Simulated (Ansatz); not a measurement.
ZrS2:
Space group P-3m1 (No. 164); a = b = 3.5957 Å, c = 5.6526 Å, α = β = 90.00°, γ = 120.00°

| atom | site | symmetry | x | y | z |
|---|---|---|---|---|---|
| Zr | 1a | -3m. | 0.0000 | 0.0000 | 0.0000 |
| S | 2d | 3m. | 0.3333 | 0.6667 | 0.2568 |

Relaxed at zero pressure with LDA (plane waves, PAW; program Ansatz).

Q: The volume is raised by 9 % and shape and atoms relax at that volume. What pressure results, and how do the axes share the change?

A: -1.6 GPa; a 0.9 %, b 0.9 %, c 7.0 %; the energy rises by 12 meV/atom.

Q: Give the new structure.

A: 
Space group P-3m1 (No. 164); a = b = 3.6286 Å, c = 6.0500 Å, α = β = 90.00°, γ = 120.00°

```
atom  site  symmetry       x       y       z
----  ----  --------  ------  ------  ------
Zr      1a      -3m.  0.0000  0.0000  0.0000
S       2d       3m.  0.3333  0.6667  0.2381
```

The phase is kept; no other phase was compared at this pressure.

Symmetry was held in the LDA relaxation. The run is not spin-polarised. A crystal of weakly bound layers computed without a dispersion correction: the cell and the soft elastic constants depend strongly on that.

Potentials: the later of the program's two PAW sets.
